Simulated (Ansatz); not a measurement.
Ta₂C in space group P4/nmm (No. 129; Ta on 2a, Ta on 2c, C on 2c) under volume change, plane-wave PAW PBE (Ansatz code), shape and atoms relaxed at each volume.

```csv
V (Å³/atom),E − E(relaxed) (meV/atom),P (GPa)
12.283,100.2,28.71
12.688,42.1,17.58
13.093,9.9,8.09
13.497,0.0,0.00
13.902,8.9,-6.88
14.307,33.9,-12.72
14.712,72.5,-17.69
```

Q: What does a third-order Birch–Murnaghan fit give for V₀, B₀ and B′?

A: V₀ = 13.50 Å³/atom, B₀ = 248 GPa, B′ = 4.4.

The cell is a constructed one: a structure type filled with these elements; neither database checked (COD, Materials Project) lists it. COD files the formula under space group No. 164. Whether it is the stable phase at ambient conditions was not checked. Symmetry was held in the PBE relaxation; its stability against distortions is not shown here. The run is not spin-polarised. Spin–orbit coupling is left out wherever it is not named.

Potentials: the later of the program's two PAW sets.
